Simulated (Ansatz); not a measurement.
LaBr2 single point

input.yaml (Ansatz 0.2.0)

```yaml
crystal:
  lattice:
    - [2.067968, 3.58182, 0.0]
    - [-2.067968, 3.58182, 0.0]
    - [0.0, 0.0, 14.025936]
  atoms:
    - { symbol: La, position: [0.0, 0.0, 0.25] }
    - { symbol: La, position: [0.0, 0.0, 0.75] }
    - { symbol: Br, position: [0.3333, 0.3334, 0.3907] }
    - { symbol: Br, position: [0.6666, 0.6667, 0.8907] }
    - { symbol: Br, position: [0.3333, 0.3334, 0.1093] }
    - { symbol: Br, position: [0.6667, 0.6667, 0.6093] }
  symmetry: { tolerance: 0.0003 }
kpoints:
  mp_grid: { grid: [9, 9, 3], shift: [0, 0, 0] }
  band_path:
    path:
      - [0.0, 0.0, 0.0]
      - [0.49999961, -3.9e-07, 0.0]
      - [0.66666627, 0.33333294, 0.0]
      - [0.0, 0.0, 0.0]
      - [0.0, 0.0, 0.5]
      - [0.49999961, -3.9e-07, 0.5]
      - [0.66666627, 0.33333294, 0.5]
      - [0.0, 0.0, 0.5]
      - [0.49999961, -3.9e-07, 0.5]
      - [0.49999961, -3.9e-07, 0.0]
      - [0.66666627, 0.33333294, 0.5]
    npoints: 6
magnetization:
  spin_polarized: false
scf:
  occupations: { method: fermi_dirac }
  lower_state_search: "off"
  max_iter: 200
hamiltonian:
  pseudopotentials: { kind: paw }
  xc: r2scan
basis:
  ecutwfc: 500
  fft_grid_basis: typed
output:
  forces: true
  stress: true
  eigenvalues: true
  bader: true
  populations: true
  elf: true
  write_potential: true
  volumetric_format: npy
  dos:
    e_range: [-12, 8]
    de: 0.05
    projected: { site_lists: { Br: [Br], La: [La] } }
checkpoint:
  read: saved_state
```

The saved state is an earlier solution for the same cell, perhaps on another mesh. 

Output (shortened):

```
SCF iter   1: F=-23712.7276 eV  Δρ=5.05e-4  dr2=2.95e-4  dr2_τ=4.39e-4
SCF iter   2: F=-23712.7278 eV  Δρ=1.58e-4  dr2=5.55e-5  dr2_τ=4.16e-6
SCF iter   3: F=-23712.7281 eV  Δρ=5.51e-5  dr2=1.03e-5  dr2_τ=4.64e-7
SCF iter   4: F=-23712.7281 eV  Δρ=2.60e-5  dr2=2.08e-6  dr2_τ=2.71e-7
SCF iter   5: F=-23712.7281 eV  Δρ=9.63e-6  dr2=3.68e-7  dr2_τ=1.24e-8
SCF iter   6: F=-23712.7281 eV  Δρ=3.06e-6  dr2=2.67e-8  dr2_τ=5.96e-10
Free energy (F): -23712.7281 eV
Harris-Foulkes:  -23712.7281 eV  (|F-HF|=2.26e-8)
Internal energy: -23712.4926 eV  (E = F + TS)
E sigma→0 (E₀):  -23712.6104 eV
Entropy (-TS):   -0.2354 eV (-39.236 meV/atom)
Fermi energy:    6.9139 eV
--- Per-component energies (eV) ---
  E_band       = -260.2101
  E_kinetic    = 916.6400
  E_local      = -1913.7798  (includes V_loc(G=0)·N_el)
  E_nonlocal   = 468.9670
  E_hartree    = 587.8144
  E_xc         = -1266.4206
  E_vxc        = -776.8358  (∫ρ·V_xc dr)
  E_paw        = -19957.2583  (= ΣΔE_a)
  E_vpaw       = -169.8163  (= ΣTr[D̂ρ^β])
  E_aug_tail   =  0.0000  (compensation charges beyond the density's cutoff)
  E_vtau       = 38.9830  (kinetic-family band-sum trace: ∫τ·v_τ [+ j·A + Jᵃ·Aᵃ] dr)
  E_ewald      = -2547.9595
  E_core_change = -0.4958  (= ΣΔE_core)
  E_smearing   = -0.2354  (= −TS)
--- Stress (GPa, compression-positive) ---
       -0.7551       0.0000       0.0000
        0.0000      -0.7551       0.0000
        0.0000       0.0000      -1.6711
  P = ⅓ Tr σ = -1.0604 GPa (-10.604 kbar)
```

Origin: a database entry at a rescaled volume. Caveats: many states at the Fermi level without spin polarisation, so a magnetic state may lie lower; f levels without a U or exact exchange are poorly placed.
